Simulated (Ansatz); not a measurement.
## CaTlBr3: computed property card

CaTlBr3:
```
CELL_PARAMETERS angstrom
      2.12180    -7.00974     0.00000
      2.12180     7.00974     0.00000
      0.00000     0.00000    10.84297
ATOMIC_POSITIONS crystal
  Ca 0.00000 0.00000 0.00000
  Ca 0.00000 0.00000 0.50000
  Tl 0.25673 0.74327 0.25000
  Tl 0.74327 0.25673 0.75000
  Br 0.63580 0.36420 0.04932
  Br 0.36420 0.63580 0.95068
  Br 0.36420 0.63580 0.54932
  Br 0.63580 0.36420 0.45068
  Br 0.93400 0.06600 0.25000
  Br 0.06600 0.93400 0.75000
```

Space group Cmcm (No. 63); conventional cell a = 4.244 Å, b = 14.019 Å, c = 10.843 Å, α = 90.00°, β = 90.00°, γ = 90.00°.

Method: plane-wave PAW r²SCAN+D4 (Ansatz code). Structure relaxed to zero pressure with the same functional. Other levels are named where they apply.

**Cell and energy**

Volume per atom: 32.25 Å³
Density: 4.99 g/cm³
Formation energy from the elements (no fitted shifts): -175 kJ/mol of atoms

**Electronic structure**

Band gap: 4.15 eV (indirect)
Valence-band maximum: at Γ
Conduction-band minimum: at Y (k = 0.500, 0.500, 0.000 in fractions of the reciprocal vectors)
Smallest direct gap on the standard path: 4.28 eV
Electron effective mass: 0.41, 0.51, 0.55 mₑ (principal values)
Electron effective mass with spin–orbit coupling: 0.50, 0.61, 0.61 mₑ (principal values)
Hole effective mass: 1.2, 2.0, 3.1 mₑ (principal values)
Hole effective mass with spin–orbit coupling: 1.2, 1.9, 3.3 mₑ (principal values)
HSE06 gap on the r²SCAN+D4 cell: 4.58 eV
Gap with spin–orbit coupling: 3.88 eV

**Charges**

Bader charges: Ca +1.57, Tl +0.72, Br -0.77 to -0.75 e

The workflow started from a Materials Project entry (that database holds measured and hypothetical structures alike); the Crystallography Open Database copy checked does not list it. Its standing as an ambient phase is unchecked. Symmetry was held in the r²SCAN+D4 relaxation; whether a distortion lowers the energy is not shown. The references are the lowest solids computed at this level, not always the standard phases. Spin–orbit coupling is left out wherever it is not named.

Potentials: the later of the program's two PAW sets.
